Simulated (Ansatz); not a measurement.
Relaxed W3N4 (space group Pm-3m):

```yaml
crystal:
  lattice:
    - [8.31168, 0.00000, 0.00000]
    - [4.15584, 4.15584, 0.00000]
    - [4.15584, 0.00000, 4.15584]
  atoms:
    - { symbol: N, position: [0.75000, 0.50000, 0.50000] }
    - { symbol: N, position: [0.25000, 0.50000, 0.50000] }
    - { symbol: N, position: [0.25000, 0.00000, 0.00000] }
    - { symbol: N, position: [0.75000, 0.00000, 0.00000] }
    - { symbol: N, position: [0.75000, 0.50000, 0.00000] }
    - { symbol: N, position: [0.25000, 0.50000, 0.00000] }
    - { symbol: N, position: [0.75000, 0.00000, 0.50000] }
    - { symbol: N, position: [0.25000, 0.00000, 0.50000] }
    - { symbol: W, position: [0.00000, 0.50000, 0.00000] }
    - { symbol: W, position: [0.50000, 0.50000, 0.00000] }
    - { symbol: W, position: [0.50000, 0.50000, 0.50000] }
    - { symbol: W, position: [0.00000, 0.50000, 0.50000] }
    - { symbol: W, position: [0.00000, 0.00000, 0.50000] }
    - { symbol: W, position: [0.50000, 0.00000, 0.50000] }
```

The atoms are displaced by Q × the pattern below (from a DFPT mode at R = (0.5, 0.5, 0.5), largest move 1; Q in Å), at fixed cell. It is one choice among 3 degenerate patterns. (q is in reciprocal vectors of the primitive cell; the cell shown is doubled to hold the pattern.)

```csv
atom,x,y,z
W9,0.000,1.000,0.000
W10,0.000,-1.000,0.000
W13,0.000,0.000,-1.000
W14,0.000,0.000,1.000
```

Atoms not listed stay in place.

All values below come from LDA (plane waves to 420 eV, PAW, scalar-relativistic; Ansatz, an electronic-structure program). k mesh 11×11×11 (Γ-centred), Fermi-Dirac smearing 0.05 eV. Energies are smeared free energies. With partly filled bands, energies and forces of such displacements shift with the k mesh and the smearing. Spin-orbit coupling is left out, though W is heavy. W3N4 is run without spin polarisation. W3N4 was relaxed with its symmetry unable to fall. The zero of ΔE is the undisplaced structure. The last digit holds for this mesh only.

```tsv
Q (Å)	ΔE (meV/cell)
-0.1000	82.4
-0.0833	54.4
-0.0667	33.3
-0.0500	18.1
-0.0333	withheld
-0.0167	1.9
0.0000	0.0
0.0167	1.9
0.0333	withheld
0.0500	18.1
0.0667	33.3
0.0833	54.4
0.1000	82.4
```

Q: Fit an even polynomial form (powers 2, 4) to the given rows and predict ΔE at Q = -0.0333.

A: Least squares on the 11 given rows: ΔE = (6901)·Q² + (134100)·Q⁴, in meV/cell with Q in Å; root-mean-square residual 0.04 meV/cell. At -0.0333 the fit gives 7.8 meV/cell; the calculation gives 7.8 meV/cell, the same to the digits shown. The quadratic term alone would give 7.7 meV/cell.

(A displaced cell: forces are minus the slopes of the energy, force constants its curvatures, and phonons follow from these.)
